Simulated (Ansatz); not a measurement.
AlSn, DFT, PBEsol, PAW with Ansatz's default frozen-core files, scalar-relativistic (Ansatz 0.2.0), on 1 thread of Arm Neoverse V2 (shared host).

Command: `ansatz run input.yaml --threads 1 --pin off --max-ram 2048MiB --backend cpu --events-out ev --progress --plain --runs-dir out`

```yaml
crystal:
  lattice:
    - [3.6365632526, 0.0, 0.0]
    - [-1.8182816263, 3.1493561592, 0.0]
    - [0.0, 0.0, 2.8645201868]
  atoms:
    - { symbol: Al, position: [0.0, 0.0, 0.0] }
    - { symbol: Sn, position: [0.3333333333, 0.6666666667, 0.5] }
kpoints:
  mp_grid: { grid: [10, 10, 11] }
  band_path:
    path:
      - [0.0, 0.0, 0.0]
      - [0.5, 0.0, 0.0]
      - [0.3333333333, 0.3333333333, 0.0]
      - [0.0, 0.0, 0.0]
      - [0.0, 0.0, 0.5]
      - [0.5, 0.0, 0.5]
      - [0.3333333333, 0.3333333333, 0.5]
      - [0.0, 0.0, 0.5]
      - [0.5, 0.0, 0.5]
    npoints: 6
scf:
  occupations: { method: fermi_dirac, width: 0.05 }
hamiltonian:
  xc: pbesol
  pseudopotentials: { kind: paw }
output:
  forces: true
  stress: true
  eigenvalues: true
  efg: { contact_densities: true }
  populations: true
```

Problem. How large is the problem that the program sets up?

Solution. 84 irreducible k-points, 633 plane waves at Γ, 13 bands.

Problem. About how long does it take?

Solution. 5.7 s of wall time for 8 SCF iterations. Times on shared machines scatter by tens of per cent.
